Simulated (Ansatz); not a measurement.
FeCO3, a database entry at a rescaled volume

```yaml
crystal:
  lattice:
    - [2.16512, 1.25003, 4.21093]
    - [-2.16512, 1.25003, 4.21093]
    - [0.00000, -2.50007, 4.21093]
  atoms:
    - { symbol: Fe, position: [0.00000, 0.00000, 0.00000] }
    - { symbol: Fe, position: [0.50000, 0.50000, 0.50000] }
    - { symbol: C, position: [0.25000, 0.25000, 0.25000] }
    - { symbol: C, position: [0.75000, 0.75000, 0.75000] }
    - { symbol: O, position: [0.53850, 0.96150, 0.25000] }
    - { symbol: O, position: [0.25000, 0.53850, 0.96150] }
    - { symbol: O, position: [0.96150, 0.25000, 0.53850] }
    - { symbol: O, position: [0.46150, 0.03850, 0.75000] }
    - { symbol: O, position: [0.75000, 0.46150, 0.03850] }
    - { symbol: O, position: [0.03850, 0.75000, 0.46150] }
```

Single point in Ansatz 0.2.0 with r2SCAN, no spin polarisation. Cutoff 500 eV, PAW datasets, 7×7×7 Γ-centred k mesh, fermi-dirac filling (width 0.1 eV).

Forces: The largest is on O5 (and as large on other atoms): 1.29 eV/Å, components (1.29, 0.00, 0.00). It makes 180° with the line to a nearest neighbour, C3 at 1.25 Å, pointing away from it.
Formation energy: -1.04 eV an atom against the elements' usual phases (free molecules for gases, crystals otherwise, with no correction for O₂ or N₂), so it is bound against them; other compounds may still compete. Relaxing would lower it.
Stress: The pressure is 53.7 GPa (compression positive), so with the atoms held at these fractions the cell would first expand; the forces are large, so a full relaxation may end otherwise. The principal stresses 45.5, 57.9, 57.9 GPa differ, so its shape would change too.
Band edges: Within 0.7 eV of the edges, the states project mainly on Fe d (87 %) below the gap and on Fe d (49 %), C p (24 %) and O p (23 %) above it.
Electronic structure: The gap is 1.49 eV, indirect (the least direct gap found is 1.64 eV). A semilocal functional usually gives too small a gap.

Origin: a database entry at a rescaled volume. Caveats: no spin polarisation, so a magnetic state may lie lower; atoms or cell far from equilibrium.

Run time, from a saved density: 96 s on 1 thread of Intel(R) Xeon(R) Platinum 8488C (Sapphire Rapids), with other jobs on the host, peak memory 0.67 GiB. The time holds forces, stress, Bader, DOS, bands, ELF.
